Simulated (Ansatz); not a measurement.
## Zn₄SeS₃ (I-42m) at 2 levels of theory

One geometry, relaxed with PBE; plane waves with PAW potentials in Ansatz, scalar-relativistic. No spin polarisation. Gaps are the least over mesh and band path; pressure is positive in compression.

```cif
data_structure
_symmetry_space_group_name_H-M 'P 1'
_symmetry_Int_Tables_number 1
_cell_length_a 6.7531
_cell_length_b 6.7531
_cell_length_c 6.7531
_cell_angle_alpha 131.791
_cell_angle_beta 131.791
_cell_angle_gamma 70.559
_cell_volume 167.73
loop_
_atom_site_label
_atom_site_type_symbol
_atom_site_fract_x
_atom_site_fract_y
_atom_site_fract_z
_atom_site_occupancy
Zn1 Zn 0.37010 0.88640 0.00000 1
Zn2 Zn 0.11361 0.11361 0.48371 1
Zn3 Zn 0.88640 0.37010 0.00000 1
Zn4 Zn 0.62990 0.62990 0.51629 1
Se1 Se 0.50000 0.50000 0.00000 1
S1 S 0.75000 0.25000 0.50000 1
S2 S 0.25000 0.75000 0.50000 1
S3 S 0.00000 0.00000 0.00000 1
```

| level | cutoff (eV) | k mesh | gap (eV) | pressure (GPa) |
| --- | --- | --- | --- | --- |
| PBE | 420 | 8×8×8 | 1.76 | 0.0 |

Task: What comes out on the same cell with r2SCAN?

Result:
```csv
level,cutoff (eV),k mesh,gap (eV),pressure (GPa)
r2SCAN,500,8×8×8,2.31,-2.2
```

The cell was found from a structure generator's guess, not taken from experiment.
